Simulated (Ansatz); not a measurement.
Values for one crystal, relaxed and computed with plane-wave PAW r²SCAN (Ansatz code); other levels are named.

| Property | Result |
|---|---|
| Volume per atom | 16.56 Å³ |
| Electronic character | metallic (no gap) |
| Density of states at the Fermi level | 0.42 states/eV per atom (mean over ±0.08 eV) |
| Formation energy from the elements (no fitted shifts) | -0.59 eV/atom |

**Question.** Which of these materials gives this?
A) YTl, CsCl type
B) Y2Ga9Ru3, Cmcm (Pearson symbol oS56)
C) Y2Au, Pnma (Y on 4c, Y on 4c, Au on 4c)
D) YCu5, P6/mmm (Y on 1a, Cu on 2c, Cu on 3g)

**Answer.** B, Y2Ga9Ru3, Cmcm (Pearson symbol oS56)

The first step of the workflow began from a Materials Project structure, measured or hypothetical; the Crystallography Open Database copy checked does not list it. Whether it is the stable phase at ambient conditions was not checked. The cell was relaxed with r²SCAN under the symmetry of its start; its stability against distortions is not shown here. The run is not spin-polarised. The references are the lowest solids computed at this level, not always the standard phases. Spin–orbit coupling is left out wherever it is not named.

Potentials: the later of the program's two PAW sets.
